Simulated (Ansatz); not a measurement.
A plane-wave DFT run in Ansatz 0.2.0 (scalar-relativistic PAW potentials unless the input names others): input and command.

```yaml
crystal:
  lattice:
    - [3.5984163076, 0.0, 0.0]
    - [0.0, 3.5984163076, 0.0]
    - [0.0, 0.0, 3.5984163076]
  atoms:
    - { symbol: Be, position: [0.0, 0.5, 0.5] }
    - { symbol: Be, position: [0.5, 0.0, 0.5] }
    - { symbol: Be, position: [0.5, 0.5, 0.0] }
    - { symbol: Hg, position: [0.0, 0.0, 0.0] }
basis:
  ecutwfc: 420
kpoints:
  mp_grid: { grid: [14, 14, 14] }
hamiltonian:
  xc: pbe
scf:
  occupations: { method: gaussian, width: 0.1 }
output:
  forces: true
  eigenvalues: true
  stress: true
accuracy: low
```

```bash
ansatz run input.yaml --threads 1 --pin off --max-ram 2560MiB --backend cpu --events-out ev --progress --plain --runs-dir out
```

Abridged log:
```
Pseudopotentials: kind: paw
Pseudopotential: Be, paw, valence charge 2, recommended cutoff 420 eV (normal)
Pseudopotential: Hg, paw, valence charge 20, recommended cutoff 420 eV (normal)
Functional definition: PBE
Crystal: 4 atoms, lattice volume = 46.594 Å³
Basis set: ecut = 420 eV, 925 PW (Γ), exchange–correlation on 50×50×50 points (8 copies of the dense FFT grid, shifted against one another)
Bands: 17, of which v1, the nominal top of the filled ones, is band 13 counted from 1 (12 counted from 0)
Symmetry: 48 space group operations
Space group: Pm-3m (ITA 221), of the structure as read, at distance tolerance 3.6e-5 Å
k-points: 120 of 2744
Initial density: superposition of atomic densities (neutral atoms: chi_scale 0, normalization atom), corrected by the library's trained network
Initial wavefunctions: pseudopotential atomic-orbital guess
Functional: x = pbe(κ = 0.804, μ = 0.21951497), c = pbe(β = 0.06672455)
SCF iter   1: F=—  HF=-14089.978466 eV  |F-HF|=—  |Δ(HF+E_count)|=         —  Δρ=3.45e-3  dr2=1.01e-2  ethr=1.77e-3  ⟨swp⟩=5.1  Hψ=9364  notcnv=0
SCF iter   2: F=—  HF=-14089.976486 eV  |F-HF|=—  |Δ(HF+E_count)|=   1.98e-3  Δρ=1.39e-3  dr2=1.68e-3  ethr=3.87e-5  ⟨swp⟩=1.6  Hψ=3528  notcnv=0
SCF iter   3: F=—  HF=-14089.976001 eV  |F-HF|=—  |Δ(HF+E_count)|=   4.85e-4  Δρ=4.42e-4  dr2=1.61e-4  ethr=6.47e-6  ⟨swp⟩=2.0  Hψ=2448  notcnv=0
SCF iter   4: F=—  HF=-14089.975950 eV  |F-HF|=—  |Δ(HF+E_count)|=   5.04e-5  Δρ=8.11e-5  dr2=3.68e-6  ethr=6.21e-7  ⟨swp⟩=2.0  Hψ=2556  notcnv=0
SCF iter   5: F=—  HF=-14089.975932 eV  |F-HF|=—  |Δ(HF+E_count)|=   1.81e-5  Δρ=1.58e-5  dr2=7.91e-8  ethr=1.42e-8  ⟨swp⟩=2.2  Hψ=3015  notcnv=0
SCF iter   6: F=-14089.975932 eV  HF=-14089.975932 eV  |F-HF|=2.33e-10  |Δ(HF+E_count)|=   7.91e-9  Δρ=1.18e-6  dr2=6.09e-10  ethr=3.04e-10  ⟨swp⟩=2.4  Hψ=7392  notcnv=0
SCF 1 converged in 6 iterations: F = -14089.975932 eV  dr2 = 6.09e-10
SCF converged after 6 iterations
Free energy (F): -14089.975932 eV
Harris-Foulkes:  -14089.975932 eV  (|F-HF|=2.33e-10)
Internal energy: -14089.973645 eV  (E = F + TS)
E sigma→0 (E₀):  -14089.974788 eV
Entropy (-TS):   -0.002287 eV (-0.572 meV/atom)
Fermi energy:    12.727260 eV
--- Forces (eV/Å), atoms counted from 1 ---
  atom   1  Be     0.00000000     0.00000000     0.00000000
  atom   2  Be     0.00000000     0.00000000     0.00000000
  atom   3  Be     0.00000000     0.00000000     0.00000000
  atom   4  Hg     0.00000000     0.00000000     0.00000000
--- Stress (GPa, compression-positive) ---
       -0.000702       0.000000       0.000000
        0.000000      -0.000702       0.000000
        0.000000       0.000000      -0.000702
  P = ⅓ Tr σ = -0.0007 GPa (-0.007 kbar)
```

Apart from outputs, empty bands and the relaxation, which only the reference makes, the input differs from a reference run on usual settings in accuracy: not typed → "low". The reference, at the same geometry, ended its own course with pressure 0.00 GPa, largest force 0.000 eV/Å, no gap on the mesh. This run converged in 6 SCF iterations with an energy at zero smearing within 0.01 meV/atom of the reference's, pressure 0.00 GPa, largest force 0.000 eV/Å, no gap on the mesh. Its accuracy level is looser than usual, yet energy, pressure and forces hardly moved.

The run took 9.9 s on 1 thread of Intel(R) Xeon(R) Platinum 8259CL CPU @ 2.50GHz (Skylake/Cascade Lake), with other jobs on the host, peak memory 0.42 GiB.